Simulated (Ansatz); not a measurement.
The start is a generated cell, Al placed in the trigonal-Se structure type. Cell shape, volume and atoms are optimised at zero target pressure with r2SCAN (plane waves to 500 eV, PAW, scalar-relativistic; Ansatz, a first-principles code). First-step values are on the input's coarse k-mesh.

Ansatz input (later rounds restart from its end on a renewed k-mesh):
Ansatz 0.2 input:
```yaml
crystal:
  lattice:
    - [4.3800733, 0, 0]
    - [-2.1900367, 3.7932548, 0]
    - [0, 0, 4.96934]
  atoms:
    - { symbol: Al, position: [0.2254, 0, 0.83333333] }
    - { symbol: Al, position: [0, 0.2254, 0.16666667] }
    - { symbol: Al, position: [0.7746, 0.7746, 0.5] }
basis: { ecutwfc: 500, ecutrho_ratio: 4, xc_grid: 4, fft_grid_basis: typed }
kpoints: { mp_grid: { grid: [9, 9, 7] } }
hamiltonian:
  xc: r2scan
  dispersion: none
  pseudopotentials: { azcp: { folder: ./paw }, kind: paw }
scf: { occupations: { method: fermi_dirac, width: 0.05 } }
relax: { f_tol: 0.01, max_steps: 100, cell: { stress_tol: 0.02 } }
output: { forces: true, stress: true }
```

Question: How much energy is released per atom?

Answer: 1.13 to 1.15 eV/atom (the two k-meshes of the run give this range).

Question: How does the volume change?

Answer: -42.3 %, from 27.52 to 15.89 Å³/atom.

Question: How do the shortest distances between atoms change?

Answer: The closest pairs of elements (up to four, under 3.6 Å), start → end: Al–Al 2.38 → 2.82 Å.

Question: What band gap does the relaxed structure have at this level?

Answer: Zero (metallic).

Question: Give the final cell and atomic positions.

Answer: 
Space group Fm-3m (No. 225); a = b = c = 3.991 Å, α = β = γ = 90.00°

```
atom  site  symmetry       x       y       z
----  ----  --------  ------  ------  ------
Al      4b      m-3m  0.5000  0.5000  0.5000
```
(The calculation used a cell of 1 atom; values per cell refer to that cell.)

Final values are on a 20×20×20 k-mesh of the relaxed cell. No spin polarisation in the result.

The run could not lose the symmetry of its start.
